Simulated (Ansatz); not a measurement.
**BN (h-BN type, space group P6_3/mmc): energy over volume and axial ratio**

BN (h-BN type, space group P6_3/mmc)

```
BN
1.0
    2.50580     0.00000     0.00000
   -1.25290     2.17009     0.00000
    0.00000     0.00000     6.61620
B N
2 2
Direct
  0.33333   0.66667   0.25000
  0.66667   0.33333   0.75000
  0.33333   0.66667   0.75000
  0.66667   0.33333   0.25000
```

Two coordinates are scanned: the volume, and the ratio of the stretch along z (the conventional c axis) to the stretch across it. Atoms keep their fractional coordinates.

The numbers are results of PBE-D3(BJ) (plane waves to 420 eV, PAW, scalar-relativistic; Ansatz, a program for electronic structure), not measurements. k mesh 15×15×5 (Γ-centred), Fermi-Dirac smearing 0.05 eV. Energies are smeared free energies. Compression counts positive. BN was relaxed with its symmetry unable to fall. The PAW data are Ansatz's earlier set. ΔE is measured from the relaxed starting cell.

ΔE (meV/atom), with V/V₀ across and (c/a)/(c/a)₀ down:

```tsv
(c/a)/(c/a)₀ \ V/V₀	0.920	0.960	1.000	1.040	1.080
0.880	27.7	59.3	110.1	176.5	255.6
0.940	7.9	5.9	26.6	66.0	120.6
1.000	49.5	11.6	0.0	10.3	38.7
1.060	147.0	70.6	24.9	4.4	5.0
1.120	296.7	178.8	96.8	44.0	15.4
```

P (GPa), with V/V₀ across and (c/a)/(c/a)₀ down:

```tsv
(c/a)/(c/a)₀ \ V/V₀	0.920	0.960	1.000	1.040	1.080
0.880	-9.2	-18.6	-26.3	-32.6	-37.6
0.940	6.6	-4.5	-13.6	-21.2	-27.3
1.000	23.6	10.7	0.0	-8.9	-16.2
1.060	41.9	26.7	14.4	4.2	-4.4
1.120	61.2	44.0	29.6	17.8	7.9
```

Derived quantities:

The modulus against c/a change at fixed volume, (3/4V)·∂²E/∂(ln c/a)² (fit, atoms clamped) is 191 GPa. Best c/a under compression: smaller than under expansion (fitted ratio 0.929 at V/V₀ = 0.92, 1.075 at 1.08). Lowest place on the grid: V/V₀ = 1.000, (c/a)/(c/a)₀ = 1.000 (0.0 meV/atom). Highest place on the grid: V/V₀ = 0.920, (c/a)/(c/a)₀ = 1.120 (296.7 meV/atom).

(A scan under strain: stresses follow from slopes of the energy per volume, elastic moduli from its curvatures.)
